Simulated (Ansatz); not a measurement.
TaSi (rock salt, space group No. 225) at seven volumes, the program Ansatz at the PBE level (PAW), scaled uniformly. One row is withheld.

```json
[
 {"V (Å³/atom)": "15.534", "P (GPa)": "18.48"},
 {"V (Å³/atom)": "16.046", "P (GPa)": "11.39"},
 {"V (Å³/atom)": "16.558", "P (GPa)": "5.27"},
 {"V (Å³/atom)": "17.070", "P (GPa)": "0.00"},
 {"V (Å³/atom)": "17.583", "P (GPa)": "-4.52"},
 {"V (Å³/atom)": "18.095", "P (GPa)": "-8.41"},
 {"V (Å³/atom)": "18.607", "P (GPa)": "?"}
]
```

### Question
Fit the shown pressures and predict the withheld one.

### Answer
P = (3/2)B₀(x^(7/2) − x^(5/2))[1 + (3/4)(B′ − 4)(x − 1)] with x = (V₀/V)^(2/3). Least squares on the six rows gives V₀ = 17.071 Å³/atom, B₀ = 162 GPa, B′ = 3.98. At V = 18.607, x = 0.9442 and P = -11.76 GPa. The run itself gave -11.74 GPa.

Space group Fm-3m (rock salt). A made-up cell: these elements were put on the sites of a structure type; neither database checked (COD, Materials Project) lists it. Whether it is the stable phase at ambient conditions was not checked. The PBE relaxation kept the symmetry of its start; of distortions, only those at the zone centre were tested. No spin polarisation was allowed. Scalar-relativistic: spin–orbit coupling is off unless named, which matters more the heavier the elements.

Potentials: the later of the program's two PAW sets.
